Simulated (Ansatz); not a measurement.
The start is a relaxed WS2 cell, doubled along one cell vector, shaken by Gaussian noise of σ = 0.08 Å a coordinate. Cell shape, volume and atoms are optimised at zero target pressure with PBEsol (plane waves to 420 eV, PAW, scalar-relativistic; Ansatz, a program for electronic structure). The first steps use a coarse 7×7×4 k-mesh.

Initial structure:
```
CELL_PARAMETERS angstrom
      0.00000     3.85847     4.96689
      2.21453     0.00000     4.96689
      4.42906     7.71694     0.00000
ATOMIC_POSITIONS crystal
  S  0.67176 0.32063 0.32624
  S  0.68281 0.30205 0.84723
  S  0.29667 0.71106 0.16644
  S  0.32344 0.69783 0.65642
  S  0.60663 0.92040 0.29727
  S  0.56878 0.92389 0.78371
  S  0.91286 0.59141 0.47262
  S  0.93662 0.54813 0.96668
  W  0.97469 0.04485 0.00582
  W  0.02347 0.01420 0.49583
  W  0.22159 0.27930 0.13447
  W  0.24764 0.23742 0.63122
```

- Initial pressure: +4 GPa (positive: the cell is compressed)
- Energy released: 0.60 eV/atom
- Volume change: +9.0 %, from 14.15 to 15.42 Å³/atom
- Relative to the parent: It does not go back: it reaches C2/m (No. 12), 0.56 eV/atom below the parent
- Shortest distances (start → end): The closest pairs of elements (up to four, under 3.6 Å), start → end: S–W 2.36 → 2.41 Å; S–S 2.37 → 2.69 Å; W–W 3.13 → 2.74 Å
- Band gap at the end: no gap (metallic)
- Optimiser moves: 29

Final structure:

Space group C2/m (No. 12); a = 7.321 Å, b = 4.421 Å, c = 6.662 Å, α = 90.00°, β = 120.88°, γ = 90.00°

```json
[
 {"atom": "S", "site": "4i", "symmetry": "m", "x": "0.2436", "y": "0.0000", "z": "0.3497"},
 {"atom": "S", "site": "4i", "symmetry": "m", "x": "0.3177", "y": "0.5000", "z": "0.1528"},
 {"atom": "W", "site": "4i", "symmetry": "m", "x": "0.0156", "y": "0.5000", "z": "0.2137"}
]
```
(The calculation used a cell of 6 atoms; values per cell refer to that cell.)

Final values are on a 13×13×8 k-mesh of the relaxed cell. No spin polarisation in the result.

The relaxed structure here is a generated cell of WS2: the first start was made by placing the elements on the sites of a structure type, and the end was not matched to a known phase here, so it may be hypothetical. Known forms of WS2 include space group No. 194.
